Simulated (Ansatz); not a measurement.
IrO₂ (rutile)

```yaml
crystal:
  lattice:
    - [4.47186, 0.00000, 0.00000]
    - [0.00000, 4.47186, 0.00000]
    - [0.00000, 0.00000, 3.15377]
  atoms:
    - { symbol: Ir, position: [0.00000, 0.00000, 0.00000] }
    - { symbol: Ir, position: [0.50000, 0.50000, 0.50000] }
    - { symbol: O, position: [0.30880, 0.30880, 0.00000] }
    - { symbol: O, position: [0.80880, 0.19120, 0.50000] }
    - { symbol: O, position: [0.19120, 0.80880, 0.50000] }
    - { symbol: O, position: [0.69120, 0.69120, 0.00000] }
```

The relaxed cell is deformed in two ways at once: its volume V is scaled, and at that volume it is stretched along z (the c axis of the conventional cell) so that c/a changes. Fractional atomic positions are held.

All values below come from PBEsol (plane waves to 420 eV, PAW, scalar-relativistic; Ansatz, an electronic-structure program). k mesh 11×11×15 (Γ-centred), Fermi-Dirac smearing 0.05 eV. E stands for the smeared free energy. As the atoms are clamped, bonds stretch with the cell, which overstates energies and stresses. With partly filled bands, the response to shear is sensitive to the k mesh, so small differences along c/a are uncertain. IrO2 is run without spin polarisation and with no Hubbard U. IrO2 was relaxed with its symmetry unable to fall. Spin-orbit coupling is left out, though Ir is heavy. The PAW data are Ansatz's earlier set. The last digit holds for this mesh only.

Changes of ΔE (kJ/mol of atoms) from the point V/V₀ = 1.000, (c/a)/(c/a)₀ = 1.000 when one coordinate moves alone (two changes are said to add if the coupling is within 5 % of the smaller one, nearly so within 20 %):

```json
[
 {"point": "V/V₀ = 1.000, (c/a)/(c/a)₀ = 0.920", "change": "6.65"},
 {"point": "V/V₀ = 1.000, (c/a)/(c/a)₀ = 0.947", "change": "2.93"},
 {"point": "V/V₀ = 1.000, (c/a)/(c/a)₀ = 0.973", "change": "0.72"},
 {"point": "V/V₀ = 0.920, (c/a)/(c/a)₀ = 1.000", "change": "7.29"},
 {"point": "V/V₀ = 0.947, (c/a)/(c/a)₀ = 1.000", "change": "3.07"},
 {"point": "V/V₀ = 0.973, (c/a)/(c/a)₀ = 1.000", "change": "0.73"},
 {"point": "V/V₀ = 1.027, (c/a)/(c/a)₀ = 1.000", "change": "0.66"},
 {"point": "V/V₀ = 1.053, (c/a)/(c/a)₀ = 1.000", "change": "2.50"},
 {"point": "V/V₀ = 1.080, (c/a)/(c/a)₀ = 1.000", "change": "5.35"},
 {"point": "V/V₀ = 1.000, (c/a)/(c/a)₀ = 1.027", "change": "0.70"},
 {"point": "V/V₀ = 1.000, (c/a)/(c/a)₀ = 1.053", "change": "2.75"},
 {"point": "V/V₀ = 1.000, (c/a)/(c/a)₀ = 1.080", "change": "6.07"}
]
```

What is the change at V/V₀ = 0.947, (c/a)/(c/a)₀ = 1.053, where both move, and how far is it from the sum?

The sum of the single changes is 3.07 + (2.75) = 5.82; the calculation gives 4.85, so the coupling contributes -0.97 (over 20 % of the smaller single change, not additive).

(Under strain, the slope of the energy per volume gives the stress and its curvature an elastic modulus.)
